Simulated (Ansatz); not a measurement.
Starting cell, ZnSe (zinc blende):

```xyz
2
Lattice="0.0000 2.8665 2.8665 2.8665 0.0000 2.8665 2.8665 2.8665 0.0000" Properties=species:S:1:pos:R:3 pbc="T T T"
Se     4.2998     4.2998     4.2998
Zn     0.0000     0.0000     0.0000
```

In this cell atom 1 (Se, nearest neighbour Zn at 2.482 Å; its periodic images, 4.1 Å or more away, move with it) is moved by s along Cartesian x, unit vector (1.000, 0.000, 0.000); all other atoms and the cell stay fixed.

The numbers are results of PBE (plane waves to 420 eV, PAW, scalar-relativistic; Ansatz, a program for electronic structure), not measurements. k mesh 8×8×8 (Γ-centred), Fermi-Dirac smearing 0.05 eV. The energy includes the smearing's −TS. ZnSe was relaxed with its symmetry unable to fall. The zero of ΔE is the undisplaced structure.

```csv
s (Å),ΔE (meV/cell)
-0.500,582
-0.400,withheld
-0.300,219
-0.200,98
-0.100,25
0.000,0
0.100,25
0.200,98
0.300,219
0.400,withheld
0.500,582
```

Problem. Fit an even polynomial form (powers 2, 4) to the given rows and predict ΔE at s = -0.400.

Solution. Least squares on the 9 given rows: ΔE = (2488)·s² + (-639.8)·s⁴, in meV/cell with s in Å; root-mean-square residual 0.3 meV/cell. At -0.400 the fit gives 382 meV/cell; the calculation gives 382 meV/cell, the same to the digits shown. The quadratic term alone would give 398 meV/cell.

(A displaced cell: forces are minus the slopes of the energy, force constants its curvatures, and phonons follow from these.)
